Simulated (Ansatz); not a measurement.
Space group P6_3/mmc (No. 194). a = 4.054 Å, b = 4.054 Å, c = 6.190 Å, α = 90.00°, β = 90.00°, γ = 120.00°
```csv
atom,site,symmetry,x,y,z
Ti,2a,-3m.,0.0000,0.0000,0.0000
Sb,2c,-6m2,0.3333,0.6667,0.2500
```

Equation of state of this TiSb structure (not necessarily the ground state), with shape and atoms relaxed at each volume where symmetry leaves them free. It has no gap at any of these volumes. All numbers below come from Ansatz, DFT r2SCAN, scalar-relativistic, plane waves, PAW.

Cutoff 500 eV; k points 12×12×8 on the computed 4-atom cell (Γ-centred); Gaussian smearing, width 0.10 eV; no spin polarisation.

| V (Å³/atom) | E − E(largest V) (meV/atom) | P (GPa) |
| --- | --- | --- |
| 19.380 | 61.02 | 15.89 |
| 20.040 | 5.97 | 10.93 |
| 20.701 | -30.16 | 6.70 |
| 21.362 | -50.08 | 3.07 |
| 22.022 | -56.15 | -0.02 |
| 22.683 | -50.36 | -2.66 |
| 23.344 | -34.44 | -4.93 |
| 24.225 | 0.00 | -7.45 |

**Question.** Fit a third-order Birch–Murnaghan equation to E(V).

**Answer.** V0 = 22.01 Å³/atom, B0 = 96 GPa, B0' = 4.2.

Spin-orbit coupling is left out, which matters for the bands of heavy elements.

Cost: 8 runs of about 13 core-minutes in all, on Arm Neoverse V2 (shared hosts).